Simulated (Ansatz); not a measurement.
MgS (rock salt)

```xyz
2
Lattice="0.0000 2.6026 2.6026 2.6026 0.0000 2.6026 2.6026 2.6026 0.0000" Properties=species:S:1:pos:R:3 pbc="T T T"
S      0.0000     0.0000     0.0000
Mg     2.6026     2.6026     2.6026
```

In each cell atom 2 (Mg, nearest neighbour S at 2.603 Å; its periodic images, 3.7 Å or more away, move with it) moves by s·(-1.000, 0.000, 0.000) (towards the nearest neighbour), the rest being held.

Computed with r2SCAN (plane waves to 500 eV, PAW, scalar-relativistic; Ansatz, an electronic-structure program). k mesh 9×9×9 (Γ-centred), Fermi-Dirac smearing 0.05 eV. Energies are smeared free energies. MgS was relaxed with its symmetry unable to fall. The PAW data are Ansatz's earlier set. The zero of ΔE is the undisplaced structure.

```tsv
s (Å)	ΔE (meV/cell)
-0.260	withheld
-0.208	69.9
-0.156	37.3
-0.104	16.0
-0.052	3.9
0.000	0.0
0.052	3.9
0.104	16.0
0.156	37.3
0.208	69.9
0.260	withheld
```

Question: Fit an even polynomial form (powers 2, 4) to the given rows and predict ΔE at s = 0.260.

Answer: Least squares on the 9 given rows: ΔE = (1429)·s² + (4308)·s⁴, in meV/cell with s in Å; root-mean-square residual 0.02 meV/cell. At 0.260 the fit gives 116.3 meV/cell; the calculation gives 116.5 meV/cell, so the extrapolation is off by -0.2 (-0.2 %). The quadratic term alone would give 96.6 meV/cell.

(A displaced cell: forces are minus the slopes of the energy, force constants its curvatures, and phonons follow from these.)
